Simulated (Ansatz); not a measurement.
Given:

ScOF:
```
ScOF
1.0
    3.53601     0.00000     0.00000
    0.00000     3.53601     0.00000
    0.00000     0.00000     5.02836
Sc O F
2 2 2
Direct
  0.50000   0.00000   0.70894
  0.00000   0.50000   0.29106
  0.00000   0.00000   0.50000
  0.50000   0.50000   0.50000
  0.50000   0.50000   0.00000
  0.00000   0.00000   0.00000
```

This is the LDA-relaxed structure. Tensor components refer to the Cartesian frame of this cell.

Problem. All from LDA in the plane-wave PAW code Ansatz, unless another level is named. Give the highest zone-centre frequency (without LO–TO term).

Solution. 610 cm⁻¹.

Problem. Predict the bulk modulus (Birch–Murnaghan fit).

Solution. 1750 kbar.

Problem. What about the elastic constants (relaxed ions, GPa)?

Solution. C11 = 181, C12 = 290, C13 = 69.5, C33 = 359, C44 = 19.5, C66 = 170.

Space group P4/nmm. The workflow started from a Materials Project entry (that database holds measured and hypothetical structures alike); the Crystallography Open Database copy checked does not list it. Its standing as an ambient phase is unchecked. The LDA relaxation kept the symmetry of its start. At this level the phase is dynamically unstable (imaginary phonons). The run is not spin-polarised.

Potentials: the later of the program's two PAW sets.
